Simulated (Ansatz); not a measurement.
Cd (hcp, Mg type)

```
CELL_PARAMETERS angstrom
      2.96202     0.00000     0.00000
     -1.48101     2.56519     0.00000
      0.00000     0.00000     5.79795
ATOMIC_POSITIONS crystal
  Cd 0.33333 0.66667 0.75000
  Cd 0.66667 0.33333 0.25000
```

The slice is a (1 -1 0 0) plane (indices of the conventional cell) through the point (0.667, 0.333, 0.250) (fractional), spanned by u = [110] and v = [001] in vectors of this cell: u (2.96 Å) and v (5.80 Å, at 90° to u). It covers one period; positions are fractions (u, v).

The numbers are results of r2SCAN (plane waves to 500 eV, PAW, scalar-relativistic; Ansatz, a first-principles code), not measurements. k mesh 18×18×8. Near the nuclei the fields are pseudised (PAW); where an atom keeps semicore shells as valence, they peak there. Cd was relaxed with its symmetry unable to fall.

Problem. What is the valence density on the shortest Cd–Cd line in this plane (2.96 Å), at its midpoint?

Solution. 0.21 e/Å³.

Problem. What is the ELF at the midpoint of the shortest Cd–Cd line in this plane (2.96 Å)?

Solution. 0.26.

Problem. Sketch the electrostatic potential energy of an electron, from the cell's mean on this plane as a map.

Solution. 
```
|xxxxxxxx==##==xxxxxx|
|xxxxxx  **%%**  xxxx|
|xxxx  ++%%@@%%++  xx|
|::--**%%@@@@@@%%**--|
|%%%%%%@@@@@@@@@@%%%%|
|@@@@@@%%%%%%%%%%@@@@|
|@@@@%%##++==++##%%@@|
|@@%%##--      --##%%|
|@@%%++  xxxxxx  ++%%|
|%%##==  xxxxxx  ==##|
|@@%%++  xxxxxx  ++%%|
|@@%%##--      --##%%|
|@@@@%%##++==++##%%@@|
|@@@@@@%%%%%%%%%%@@@@|
|%%%%%%@@@@@@@@@@%%%%|
|::--**%%@@@@@@%%**--|
|xxxx  ++%%@@%%++  xx|
|xxxxxx  **%%**  xxxx|
|xxxxxxxx==##==xxxxxx|
|xxxxxxxx--**--xxxxxx|
```
Scale: ten equal steps from -2.00 (start of ' ') to 6.65 (end of '@'), in the order ' .:-=+*#%@'. Values: electrostatic potential energy of an electron, from the cell's mean, in eV. The map has 10 points along u (two characters each, u = 0 at the left) and 20 along v (v = 0 in the bottom row). Points within 1 Å of a nucleus are blanked (x), as the pseudised field means little there. Values under -2 eV are set to -2. The zero, the cell's mean, hangs on the PAW cores.
